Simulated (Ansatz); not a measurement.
TePb₂S in space group R-3m (No. 166; Te on 3b, Pb on 6c, S on 3a), PBEsol (plane waves, PAW; program Ansatz). The conduction-band minimum lies at F, with 3 equivalent valleys. Second derivatives d²E/dk² of the lowest band at one valley (eV·Å²), along Cartesian directions:

```csv
direction,d²E/dk²
[100],52.58
[010],65.29
[001],69.15
[110],47.93
[101],55.51
[011],64.14
```

Task: Find the principal effective masses, the density-of-states mass and the conductivity mass.

Result: Off-diagonal terms follow from H_xy = H[110] − (H_xx + H_yy)/2, and m*/mₑ = 7.620 eV·Å² over each eigenvalue: 0.11, 0.11, 0.17. One valley's DOS mass (m₁m₂m₃)^(1/3) = 0.13, conductivity mass 3/(Σ 1/mᵢ) = 0.12 mₑ.

Task: What effective density of states Nc follows at 300 K for parabolic valleys?

Result: Nc = 2.509e19 × 3 × (0.13)^(3/2) ≈ 3.5e18 cm⁻³.

The workflow started from a Materials Project entry (that database holds measured and hypothetical structures alike); the Crystallography Open Database copy checked does not list it. Its standing as an ambient phase is unchecked. The cell was relaxed with PBEsol under the symmetry of its start; of distortions, only those at the zone centre were tested. Scalar-relativistic: spin–orbit coupling is off unless named, which matters more the heavier the elements.

Potentials: the later of the program's two PAW sets.

Edges and masses are those of Kohn–Sham bands, whose gap is no quasiparticle gap.
